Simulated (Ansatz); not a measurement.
The elements of this relaxed trial crystal are hidden behind letters.

```
lattice vectors (Å)
   3.9482    0.0000    0.0000
   0.0000    3.9482    0.0000
   0.0000    0.0000    3.5199
fractional positions
X 0.0000 0.0000 0.0000
Z 0.5000 0.5000 0.0000
Q 0.0000 0.0000 0.5000
```

Level of theory: DFT PBE, scalar-relativistic, plane waves, PAW in Ansatz 0.2.0. Plane waves to 420 eV, a 12×12×14 mesh through Γ for the 3-atom cell and 0.10 eV Gaussian smearing; no spin polarisation.

* Space group: P4/mmm (No. 123)
* Conventional cell: a = 3.948 Å, c = 3.520 Å
* Volume per atom: 18.29 Å³
* Density: 3.35 g/cm³
* Energy over the elements: +0.41 eV/atom
* Gap on the 12×12×14 mesh of the 3-atom cell: 0 eV (a metal)

Energies are uncorrected and count from the elements' standard states at the same level.

Question: X is a p-block element of period 3, Z is a p-block element of period 4 and Q is a p-block element of period 2. Which elements are they?

Answer: X = Al, Z = Ga, Q = N, so the formula is AlGaN. Density times volume gives a mean mass of 3.35 × 18.29/1.6605 = 36.9 u per atom, and this set has 36.9 u. Among the elements that the hints allow, noble gases aside, only these give it. Around Al lie 2 N at 1.76 Å and 4 Ga at 2.79 Å; around Ga lie 4 Al at 2.79 Å; around N lie 2 Al at 1.76 Å.

An odd number of electrons in the primitive cell allows no gap without spin; a larger cell or a magnetic state could open one. A structure relaxed within its symmetry needn't be a true minimum. Another cell of AlGaN relaxed alike, in P-6m2, lies 113 meV/atom lower, so this cell isn't the stable form at this level.
